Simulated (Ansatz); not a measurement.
A geometry of ZnInGaO$_{4}$ away from equilibrium: step 2 of the relaxation of a relaxed ZnInGaO4 cell with one Zn and one Ga atom exchanged in a cell of 7 atoms. The numbers are results of PBE (plane waves to 420 eV, PAW, scalar-relativistic; Ansatz, a first-principles code), not measurements. Γ-centred k-mesh 8×8×8 on the run's cell (coarser than for final values), Fermi–Dirac smearing 0.05 eV.

```yaml
crystal:
  lattice:
    - [1.70027, 0.98165, 8.55799]
    - [-1.70027, 0.98165, 8.55799]
    - [0.00000, -1.96330, 8.55799]
  atoms:
    - { symbol: In, position: [0.99511, 0.99511, 0.99511] }
    - { symbol: Zn, position: [0.21349, 0.21349, 0.21349] }
    - { symbol: Ga, position: [0.78453, 0.78453, 0.78453] }
    - { symbol: O, position: [0.13286, 0.13286, 0.13286] }
    - { symbol: O, position: [0.87221, 0.87221, 0.87221] }
    - { symbol: O, position: [0.29288, 0.29288, 0.29288] }
    - { symbol: O, position: [0.70892, 0.70892, 0.70892] }
```

Problem. Give the Cartesian forces on all atoms (eV/Å).

Solution. 
| atom | Fx | Fy | Fz |
|---|---|---|---|
| In1 | 0.00 | 0.00 | 0.30 |
| Zn2 | 0.00 | 0.00 | 0.78 |
| Ga3 | 0.00 | 0.00 | 0.77 |
| O4 | 0.00 | 0.00 | -1.96 |
| O5 | 0.00 | 0.00 | -1.11 |
| O6 | 0.00 | 0.00 | 0.51 |
| O7 | 0.00 | 0.00 | 0.70 |

Problem. What is the pressure?

Solution. -0.4 GPa, compression positive.

Problem. How much energy per atom can still be gained by relaxing?

Solution. 0.08 eV/atom; the path ends in R3m (No. 160).

No spin polarisation in the result.

The run could not lose the symmetry of its start.
